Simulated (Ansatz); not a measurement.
## Gd (hcp)

Computed with Ansatz (plane waves, PAW, 420 eV cutoff): PBE, scalar-relativistic, collinear spin, 14×14×8 k-mesh, Gaussian smearing of 0.05 eV; PAW files: Ansatz's generated set soft_2.

```xyz
2
Lattice="3.6465 0.0000 0.0000 -1.8232 3.1579 0.0000 0.0000 0.0000 5.8308" Properties=species:S:1:pos:R:3 pbc="T T T"
Gd    0.0000    2.1053    4.3731
Gd    1.8232    1.0526    1.4577
```

The geometry is fixed. Moments are started on Gd in several ways. Signs follow the order of those atoms. q is the propagation vector of an order in a doubled cell, in units of this cell's reciprocal vectors; doubled cells take an equivalent mesh or are counted from a ferromagnetic run in the same cell, unless said otherwise. Energies count from the first row, the state in which the cell was relaxed.

The starts:
- ferromagnetic
- no spin polarisation
- antiferromagnetic in the cell, signs +-
- antiparallel, q = (0, 0, 1/2), signs ++--
- antiparallel, q = (0, 1/2, 0), signs ++--

Question: Which start ends lowest?

Answer: Lowest: antiferromagnetic in the cell, signs +-.

```tsv
start	largest typed moment (μB)	ΔE (meV/atom)	gap on the mesh (eV)	P (GPa)	final spin moments (μB)
ferromagnetic	7.00	0.0	metal	0.0	Gd 7.39
no spin polarisation	0.00	7474.0	metal	-3.3	none
antiferromagnetic in the cell, signs +-	7.00	-5.5	metal	-0.7	Gd 7.26, -7.26
antiparallel, q = (0, 0, 1/2), signs ++--	7.00	5.9	metal	0.0	Gd 7.32, -7.32
antiparallel, q = (0, 1/2, 0), signs ++--	7.00	7.2	metal	-0.6	Gd 7.24, -7.24
```

The program noted a lower state or an instability beside: antiparallel, q = (0, 0, 1/2), signs ++--. The lower rows of the table may be what it saw.

The doubled cells keep the moments of one cell parallel, so none builds on the lowest order.

The row without spin polarisation prices the pairing of the open shell's electrons, not a magnetic ordering energy.

Relaxed again in its lowest state, the crystal takes 32.85 Å³/atom against the 33.57 of these rows, with moments up to 7.26 μB, and lies 7 meV/atom under the first row.

Only orders that fit these small cells were tried, so the real crystal's order may be another.

Without a U the 4f levels of Gd lie too near the Fermi level, so their share of the states there, and what hangs on it, is overstated. No spin–orbit coupling, a notable omission for heavy elements. Site moments are of spin, integrated over atomic spheres.

The state of the open shells isn't shown to be the lowest.
